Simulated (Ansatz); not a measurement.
# Ni (hcp): energy against volume

Method: Ansatz, DFT, LDA (PW92), plane waves (420 eV) with PAW, scalar-relativistic. (PAW data from PBE, frozen cores regenerated.)

The cell is scaled uniformly from the relaxed one, with fractional coordinates and shape fixed. Energies are extrapolated to zero smearing, pressures are those at the given smearing. Magnetic state: ferromagnetic.

A Birch-Murnaghan fit gives V₀ = 10.06 Å³/atom, B₀ = 252 GPa, B₀′ = 4.8.

**Question.** What are the energy above the minimum and the pressure at 9.651 Å³/atom?

**Answer.** 14.2 meV/atom and 11.71 GPa as computed.

**Question.** What are the energy above the minimum and the pressure at 10.857 Å³/atom?

**Answer.** 42.8 meV/atom and -15.87 GPa as computed.

**Question.** What are the energy above the minimum and the pressure at 11.259 Å³/atom?

**Answer.** 90.3 meV/atom and -21.52 GPa as computed.
